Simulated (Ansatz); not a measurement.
# Competing spin states in Fe₂O₃

```yaml
crystal:
  lattice:
    - [2.51900, 1.45435, 4.59067]
    - [-2.51900, 1.45435, 4.59067]
    - [0.00000, -2.90869, 4.59067]
  atoms:
    - { symbol: Fe, position: [0.35530, 0.35530, 0.35530] }
    - { symbol: Fe, position: [0.14470, 0.14470, 0.14470] }
    - { symbol: Fe, position: [0.64470, 0.64470, 0.64470] }
    - { symbol: Fe, position: [0.85530, 0.85530, 0.85530] }
    - { symbol: O, position: [0.55590, 0.94410, 0.25000] }
    - { symbol: O, position: [0.25000, 0.55590, 0.94410] }
    - { symbol: O, position: [0.94410, 0.25000, 0.55590] }
    - { symbol: O, position: [0.44410, 0.05590, 0.75000] }
    - { symbol: O, position: [0.75000, 0.44410, 0.05590] }
    - { symbol: O, position: [0.05590, 0.75000, 0.44410] }
```

Computed with plane-wave PAW DFT (Ansatz 0.2.0): PBE, 420 eV cutoff, 5×5×5 Γ-centred mesh, fermi-dirac occupations of width 0.050 eV. The atoms are fixed and numbered as listed; spin is collinear, without spin-orbit coupling.

Different starts of the self-consistent cycle ended in different solutions. Their moments in μB:

```csv
state,Fe1,Fe2,Fe3,Fe4,other atoms together,size of the net moment a cell
A,0.00,0.00,0.00,0.00,0.00,0.00
B,2.97,2.97,2.97,2.97,1.06,14.35
C,3.32,-3.32,-3.32,3.32,0.00,0.00
D,3.40,3.40,-3.40,-3.40,0.00,0.00
E,3.34,1.46,3.33,-3.25,0.48,5.96
F,3.35,-3.35,3.35,-3.35,0.00,0.00
```

Site moments are taken in small spheres that don't touch (radius about 0.4 of the atom's shortest bond), so those of the magnetic atoms read low, and they needn't add up to the net moment. State A was run without spin polarisation.

Q: Which state has the lowest energy at zero smearing, and how far up are the others?

A: State F (antiparallel, compensated) is lowest; D (antiparallel, compensated) lies 87 meV above it, C (antiparallel, compensated) lies 88 meV above it, E (antiparallel, not compensated) lies 104 meV above it, B (parallel moments) lies 197 meV above it, A (without moments) lies 310 meV above it, all counted an atom of the cell.

Q: How much does the cell gain by forming moments?

A: 310 meV an atom of the cell, or 776 meV for each Fe atom, against state A, which has none. A run without spin would miss this and give wrong energies and forces. That state isn't the paramagnet, which keeps its moments, so this is no ordering energy.

Of 5 runs begun from atoms with typed moments, each in a different pattern, 1 ended in state F: one start isn't enough to call a state the ground state.

The cell is that of a Crystallography Open Database entry, unchanged.

Caveats: only orders that fit this cell and collinear spins were tried, so the true order may need a larger cell or canted moments; atoms and cell are not relaxed, and each state would relax in its own way; semilocal functionals without U often misplace the states of 3d oxides, halides and chalcogenides; the k mesh is coarse, so differences of a few meV are uncertain where a state is a metal; one start a pattern, so a lower state of the same pattern may exist.
